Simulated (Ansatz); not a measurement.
Cu Kα1 powder pattern (kinematic, no thermal factors).
```tsv
2θ (°)	relative intensity
12.85	10
19.33	4
23.04	11
24.81	1
28.04	100
32.48	2
32.50	1
35.07	4
37.35	3
38.08	3
42.92	2
46.60	22
46.61	45
48.54	2
50.90	1
52.60	2
55.27	28
55.29	14
57.96	1
61.18	2
65.20	1
68.03	7
68.06	3
75.12	5
75.14	11
86.49	15
86.52	7
```

The pattern is computed from a structure relaxed with DFT PBE, scalar-relativistic, plane waves, PAW in Ansatz. No spin polarisation. Its elements are Al, Ga, P.

Question: Give the structure.

Answer: Al3Ga2P5.
Space group I-4m2 (No. 119). a = 3.895 Å, b = 3.895 Å, c = 27.527 Å, α = 90.00°, β = 90.00°, γ = 90.00°
```
atom  site  symmetry       x       y       z
  Al    4e      2mm. 0.0000  0.0000  0.2000
  Al    2a      -4m2  0.0000  0.0000  0.0000
  Ga    4e      2mm. 0.5000  0.5000  0.1000
   P    2d      -4m2  0.5000  0.0000  0.2500
   P    4f      2mm. 0.0000  0.5000  0.3498
   P    4f      2mm. 0.5000  0.0000  0.4502
```

A pattern alone doesn't exclude other cells with like lines; this is the one computed.

The structure comes from a generated guess; another structure or a mixture of phases may lie lower.
